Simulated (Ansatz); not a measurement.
An Ansatz (a program for electronic structure) run. Input:

Ansatz 0.2 input:
```yaml
crystal:
  lattice:
    - [1.655042532, 0.9555392514, 5.5965034857]
    - [-1.655042532, 0.9555392514, 5.5965034857]
    - [0.0, -1.9110785027, 5.5965034857]
  atoms:
    - { symbol: Ca, position: [0.0, 0.0, 0.0] }
    - { symbol: Zr, position: [0.5, 0.5, 0.5] }
    - { symbol: N, position: [0.2382691474, 0.2382691474, 0.2382691474] }
    - { symbol: N, position: [0.7617308526, 0.7617308526, 0.7617308526] }
kpoints:
  mp_grid: { grid: [8, 8, 8] }
  band_path:
    path:
      - [[0.0, 0.0, 0.0], [0.5, 0.5, 0.5], [0.8138988837, 0.1861011163, 0.5]]  # Γ-T-H_2
      - [[0.5, -0.1861011163, 0.1861011163], [0.5, 0.0, 0.0], [0.0, 0.0, 0.0], [0.3430505582, -0.3430505582, 0.0]]  # H_0-L-Γ-S_0
      - [[0.6569494418, 0.0, 0.3430505582], [0.5, 0.0, 0.5], [0.0, 0.0, 0.0]]  # S_2-F-Γ
      - [VBM, CBM]
    npoints: 10
hamiltonian:
  xc: r2scan
  pseudopotentials: { kind: paw }
magnetization: { noncollinear: true, spin_orbit: true }
scf:
  n_extra_bands: 12
  convergence: { dr2_threshold: 0.0000000001 }
  occupations: { method: gaussian, width: 0.01 }
checkpoint: { write: soc.run }
output: { eigenvalues: true }
```

Output (shortened):

```
basis.fft_grid_basis auto: the FFT boxes are laid along the combinations [[1, 0, -1], [0, 1, -1], [0, 0, 1]] of the cell's own vectors, 3.310, 3.310 and 5.914 …
Pseudopotential: Ca, paw_fr, valence charge 10
Pseudopotential: Zr, paw_fr, valence charge 12
Pseudopotential: N, paw_fr, valence charge 5
Functional definition: r2SCAN
non-collinear run that drives no moment, with spin-orbit …
Crystal: 4 atoms, lattice volume = 53.104 Å³
Basis set: ecut = 500 eV, 1329 PW (Γ), FFT grids on a1−a3, a2−a3, a3, exchange–correlation on 100×100×180 points (64 copies of the dense FFT grid, shifted against one another)
Bands: 44, of which v1, the nominal top of the filled ones, is band 32 counted from 1 (31 counted from 0)
Symmetry: 12 space group operations + 12 with time reversal
k-points: 65 of 512
Projection manifold: j_resolved (fully-relativistic pseudo-atomic orbitals)
SCF iter   1: F=—  HF=-6787.966205 eV  |F-HF|=—  |Δ(HF+E_count)|=         —  Δρ=6.28e-2  dr2=3.66e0  dr2_τ=9.88e-2  dr2_m=0.00e0 (ungated)  ethr=3.10e-3  |M|=0.00e0 ∫|m|=0.00e0 μB  |m|>n=0.0e0 m-floor=0.0e0 τ_xc=0.0e0  β_m=0.30  ⟨swp⟩=8.1  Hψ=8131  notcnv=0  defer=70
preconditioner: auto → none
SCF iter   2: F=—  HF=-6787.572187 eV  |F-HF|=—  |Δ(HF+E_count)|=   3.94e-1  Δρ=3.50e-2  dr2=3.95e-1  dr2_τ=3.18e-2  dr2_m=0.00e0 (ungated)  ethr=3.10e-3  |M|=0.00e0 ∫|m|=0.00e0 μB  |m|>n=0.0e0 m-floor=0.0e0 τ_xc=0.0e0  β_m=0.32  ⟨swp⟩=4.0  Hψ=3132  notcnv=0  defer=364
SCF iter   3: F=—  HF=-6787.684748 eV  |F-HF|=—  |Δ(HF+E_count)|=   1.13e-1  Δρ=2.26e-2  dr2=1.67e-1  dr2_τ=2.75e-3  dr2_m=0.00e0 (ungated)  ethr=1.23e-3  |M|=0.00e0 ∫|m|=0.00e0 μB  |m|>n=0.0e0 m-floor=0.0e0 τ_xc=0.0e0  β_m=0.57  ⟨swp⟩=2.0  Hψ=1456  notcnv=0  defer=364
SCF iter   4: F=—  HF=-6787.759899 eV  |F-HF|=—  |Δ(HF+E_count)|=   7.52e-2  Δρ=6.22e-3  dr2=1.85e-2  dr2_τ=6.00e-4  dr2_m=0.00e0 (ungated)  ethr=5.23e-4  |M|=0.00e0 ∫|m|=0.00e0 μB  |m|>n=0.0e0 m-floor=0.0e0 τ_xc=0.0e0  β_m=0.55  ⟨swp⟩=2.0  Hψ=1976  notcnv=0  defer=364
SCF iter   5: F=—  HF=-6787.757548 eV  |F-HF|=—  |Δ(HF+E_count)|=   2.35e-3  Δρ=1.70e-3  dr2=3.16e-3  dr2_τ=8.75e-5  dr2_m=0.00e0 (ungated)  ethr=5.79e-5  |M|=0.00e0 ∫|m|=0.00e0 μB  |m|>n=0.0e0 m-floor=0.0e0 τ_xc=0.0e0  β_m=0.47  ⟨swp⟩=2.4  Hψ=2008  notcnv=0  defer=364
SCF iter   6: F=—  HF=-6787.756915 eV  |F-HF|=—  |Δ(HF+E_count)|=   6.32e-4  Δρ=4.17e-4  dr2=7.76e-5  dr2_τ=1.55e-6  dr2_m=0.00e0 (ungated)  ethr=9.86e-6  |M|=0.00e0 ∫|m|=0.00e0 μB  |m|>n=0.0e0 m-floor=0.0e0 τ_xc=0.0e0  β_m=0.67  ⟨swp⟩=2.9  Hψ=1975  notcnv=0  defer=364
SCF iter   7: F=—  HF=-6787.756925 eV  |F-HF|=—  |Δ(HF+E_count)|=   9.56e-6  Δρ=1.53e-4  dr2=1.94e-5  dr2_τ=5.08e-7  dr2_m=0.00e0 (ungated)  ethr=2.43e-7  |M|=0.00e0 ∫|m|=0.00e0 μB  |m|>n=0.0e0 m-floor=0.0e0 τ_xc=0.0e0  β_m=0.58  ⟨swp⟩=2.0  Hψ=2352  notcnv=0  defer=364
SCF iter   8: F=—  HF=-6787.756922 eV  |F-HF|=—  |Δ(HF+E_count)|=   2.76e-6  Δρ=7.23e-5  dr2=4.10e-6  dr2_τ=3.30e-8  dr2_m=0.00e0 (ungated)  ethr=6.07e-8  |M|=0.00e0 ∫|m|=0.00e0 μB  |m|>n=0.0e0 m-floor=0.0e0 τ_xc=0.0e0  β_m=0.79  ⟨swp⟩=2.1  Hψ=1408  notcnv=0  defer=364
SCF iter  11: F=-6787.756921 eV  HF=-6787.756921 eV  |F-HF|=0.00e0  |Δ(HF+E_count)|=  1.14e-10  Δρ=9.96e-8  dr2=2.62e-12  dr2_τ=1.27e-13  dr2_m=0.00e0 (ungated)  ethr=1.00e-12  |M|=0.00e0 ∫|m|=0.00e0 μB  |m|>n=0.0e0 m-floor=0.0e0 τ_xc=0.0e0  ⟨swp⟩=9.7  Hψ=6191  notcnv=0
SCF 1 converged in 11 iterations: F = -6787.756921 eV  dr2 = 2.62e-12
NSCF: frozen V_eff on 32 k-points
NSCF: frozen V_eff on 32 k-points
NSCF: frozen V_eff on 32 k-points
NSCF: frozen V_eff on 22 k-points
NSCF: frozen V_eff on 9 k-points
NSCF: frozen V_eff on 8 k-points
NSCF: frozen V_eff on 8 k-points
NSCF: frozen V_eff on 8 k-points
NSCF: frozen V_eff on 8 k-points
NSCF: frozen V_eff on 84 k-points
SCF converged after 11 iterations
Magnetization: |M| = 0.0000 μB,  M = (+0.0000, +0.0000, +0.0000) μB
Absolute magnetization: 0.0000 μB (∫|m|)
  site 0: m = (+0.0000, +0.0000, +0.0000) μB, |m| = 0.0000 μB  (R = 1.03 Å)
  site 1: m = (+0.0000, +0.0000, +0.0000) μB, |m| = 0.0000 μB  (R = 0.93 Å)
  site 2: m = (+0.0000, +0.0000, +0.0000) μB, |m| = 0.0000 μB  (R = 0.93 Å)
  site 3: m = (+0.0000, +0.0000, +0.0000) μB, |m| = 0.0000 μB  (R = 0.93 Å)
Free energy (F): -6787.756921 eV
Harris-Foulkes:  -6787.756921 eV  (|F-HF|=0.00e0)
Internal energy: -6787.756921 eV  (E = F + TS)
E sigma→0 (E₀):  -6787.756921 eV
Fermi energy:    12.245438 eV
--- Per-component energies (eV) ---
  E_band       = -168.645855
  E_kinetic    = 876.518162
  E_local      = -1475.647262  (includes V_loc(G=0)·N_el)
  E_nonlocal   = 228.932095
  E_hartree    = 463.012079
  E_xc         = -415.819427
  E_vxc        = -579.320852  (∫ρ·V_xc dr)
  E_paw        = -4084.942645  (= ΣΔE_a)
  E_vpaw       = -178.884870  (= ΣTr[D̂ρ^β])
  E_aug_tail   = 0.000034  (compensation charges beyond the density's cutoff)
  E_vtau       = 33.732694  (kinetic-family band-sum trace: ∫τ·v_τ [+ j·A + Jᵃ·Aᵃ] dr)
  E_ewald      = -2379.365351
  E_core_change = -0.444606  (= ΣΔE_core)
  E_smearing   =  0.000000  (= −TS)
  E_closure    =  0.000000  (closes the sum)
  Σ components = -6787.756921   (vs F -6787.756921, Δ=0.00e0)
  [band-id]    e_kinetic+e_local+e_nonlocal+2·e_hartree+e_vxc+e_vpaw+e_augmentation_tail+e_vtau = -168.645840   (vs E_band -168.645855, Δ=1.51e-5)
--- Band table (eV; the first three rows and the last of 65) ---
  k-point 0: bands = ["-37.8727", "-37.8727", "-28.6484", "-28.6484", "-16.3060", "-16.3060", "-14.6793", "-14.6793", "-14.3437", "-14.3437", "-9.0407", "-9.0407", "-8.6412", "-8.6412", "-8.4867", "-8.4867", "-2.4927", "-2.4927", "-0.5550", "-0.5550", …
  k-point 1: bands = ["-37.8617", "-37.8617", "-28.6363", "-28.6363", "-16.3269", "-16.3269", "-14.6986", "-14.6986", "-14.4139", "-14.4139", "-9.0434", "-9.0434", "-8.6889", "-8.6889", "-8.5411", "-8.5411", "-2.2476", "-2.2476", "-0.7289", "-0.7289", …
  k-point 2: bands = ["-37.8350", "-37.8350", "-28.6069", "-28.6069", "-16.3907", "-16.3907", "-14.7734", "-14.7734", "-14.5292", "-14.5292", "-9.1119", "-9.1119", "-8.7898", "-8.7898", "-8.6084", "-8.6084", "-1.7255", "-1.7255", "-1.0472", "-1.0472", …
  k-point 64: bands = ["-37.8726", "-37.8726", "-28.6492", "-28.6492", "-16.3002", "-16.3002", "-14.6683", "-14.6683", "-14.3437", "-14.3437", "-9.0986", "-9.0986", "-8.6591", "-8.6591", "-8.4871", "-8.4871", "-1.9675", "-1.9675", "-1.1131", "-1.1131", …
```

Cost: around 3 core-minutes (rough) on shared cores.

Space group R-3m. The workflow started from a Materials Project entry (that database holds measured and hypothetical structures alike); the Crystallography Open Database copy checked does not list it. Its standing as an ambient phase is unchecked. Symmetry was held in the r²SCAN relaxation; whether a distortion lowers the energy is not shown. No spin polarisation was allowed.

Potentials: the later of the program's two PAW sets.

Ansatz is a plane-wave DFT program.
